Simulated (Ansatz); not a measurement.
GaN:
```
CELL_PARAMETERS angstrom
      5.47020     0.00000     0.00000
      0.00000     5.47020     0.00000
      0.00000     0.00000     3.18311
ATOMIC_POSITIONS crystal
  Ga 0.32061 0.67939 0.00000
  Ga 0.67939 0.32061 0.00000
  Ga 0.82061 0.82061 0.50000
  Ga 0.17939 0.17939 0.50000
  N  0.31751 0.31751 0.00000
  N  0.68249 0.68249 0.00000
  N  0.18249 0.81751 0.50000
  N  0.81751 0.18249 0.50000
```

x, y and z are the axes in which the lattice vectors are written.

Q: Give the high-frequency dielectric tensor and the Born effective charge tensors of the independent atoms from DFPT, PBEsol in the plane-wave PAW code Ansatz.

A: 
ε∞:
```
5.73  0.00  0.00
0.00  5.73  0.00
0.00  0.00  5.70
```
Z* of atom 1 (Ga), rows: field, columns: displacement, in e:
```
 2.65  -0.29   0.00
-0.29   2.65   0.00
 0.00   0.00   2.59
```
Z* of atom 5 (N), rows: field, columns: displacement, in e:
```
-2.65  -0.35   0.00
-0.35  -2.65   0.00
 0.00   0.00  -2.59
```

Space group P4_2/mnm. The start of the workflow was typed in or built on a structure type; neither database checked (COD, Materials Project) lists it. It is not the phase usual at ambient conditions (space group No. 186, 216). The cell was relaxed with PBEsol under the symmetry of its start; its stability against distortions is not shown here. Scalar-relativistic: spin–orbit coupling is off unless named, which matters more the heavier the elements.

Potentials: the later of the program's two PAW sets.
